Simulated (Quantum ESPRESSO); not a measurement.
pw.x input (Quantum ESPRESSO 7.5; PBE, PseudoDojo stringent norm-conserving files, scalar-relativistic):

```
&CONTROL
  calculation = 'scf'
  pseudo_dir = './pseudo'
  outdir = './out'
  tprnfor = .true.
  tstress = .true.
/
&SYSTEM
  ibrav = 0
  nat = 3
  ntyp = 2
  ecutwfc = 104.0
  ecutrho = 416.0
  occupations = 'smearing'
  smearing = 'fd'
  degauss = 0.002
  nbnd = 39
  assume_isolated = '2D'
/
&ELECTRONS
  conv_thr = 3e-10
/
ATOMIC_SPECIES
Se 78.9710 Se.upf
Pt 195.0840 Pt.upf
CELL_PARAMETERS angstrom
  3.702660777351   0.000000000000   0.000000000000
 -1.851330388675   3.206598294782   0.000000000000
  0.000000000000   0.000000000000  15.600000000000
ATOMIC_POSITIONS crystal
Se   0.333333333000   0.666666667000   0.082813979100
Se   0.666666666333   0.333333333667  -0.082813979100
Pt  -0.000000000000   0.000000000333   0.000000000000
K_POINTS automatic
12 12 1 0 0 0
```

End of the output:

```
     total energy              =   -1614.32034733 Ry
     estimated scf accuracy    <       0.00000174 Ry
     total energy              =   -1614.32034764 Ry
     estimated scf accuracy    <       0.00000013 Ry
     total energy              =   -1614.32034768 Ry
     estimated scf accuracy    <       0.00000003 Ry
[...]
     the Fermi energy is    -4.9789 ev
!    total energy              =   -1614.32034768 Ry
     estimated scf accuracy    <          1.8E-10 Ry
     smearing contrib. (-TS)   =      -0.00000000 Ry
     internal energy E=F+TS    =   -1614.32034768 Ry
     The total energy is F=E-TS. E is the sum of the following terms:
     one-electron contribution =   -7449.84095173 Ry
     hartree contribution      =    3642.59391780 Ry
     xc contribution           =    -162.91742722 Ry
     ewald contribution        =    2355.84411346 Ry
     convergence has been achieved in   9 iterations
     Forces acting on atoms (cartesian axes, Ry/au):
     atom    1 type  1   force =     0.00000000    0.00000000    0.01817461
     atom    2 type  1   force =     0.00000000    0.00000000   -0.01817461
     atom    3 type  2   force =     0.00000000    0.00000000    0.00000000
     Total force =     0.025703     Total SCF correction =     0.000170
```
In a gapped system the printed Fermi energy is only some level inside the gap.

Spin-orbit coupling is not included.

Geometry relaxed with PBEsol.
